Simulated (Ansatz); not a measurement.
A scan (energy over volume and axial ratio; atoms clamped) gave these values. All values below come from PBE (plane waves to 420 eV, PAW, scalar-relativistic; Ansatz, a first-principles code).

| Property | Result |
|---|---|
| Modulus against c/a change at fixed volume, (3/4V)·∂²E/∂(ln c/a)² (fit, atoms clamped) | 130 GPa, an upper bound as the atoms could relax |

Task: Of these crystals, all scanned alike, which one is it?
A) Al₂Cu (Al2Cu type, space group I4/mcm)
B) Te (trigonal-Te type, space group P3_121)
C) TiO₂ (rutile)

Result: C, TiO₂ (rutile). The others have, for the modulus against c/a change at fixed volume, (3/4V)·∂²E/∂(ln c/a)²: Al2Cu 60 GPa, Te 14 GPa

Al2Cu is run without spin polarisation. All were relaxed with their symmetry unable to fall. Spin-orbit coupling is left out. TiO2 is run without spin polarisation. As the atoms are clamped, bonds stretch with the cell, which overstates energies and stresses.

(Under strain, the slope of the energy per volume gives the stress and its curvature an elastic modulus.)
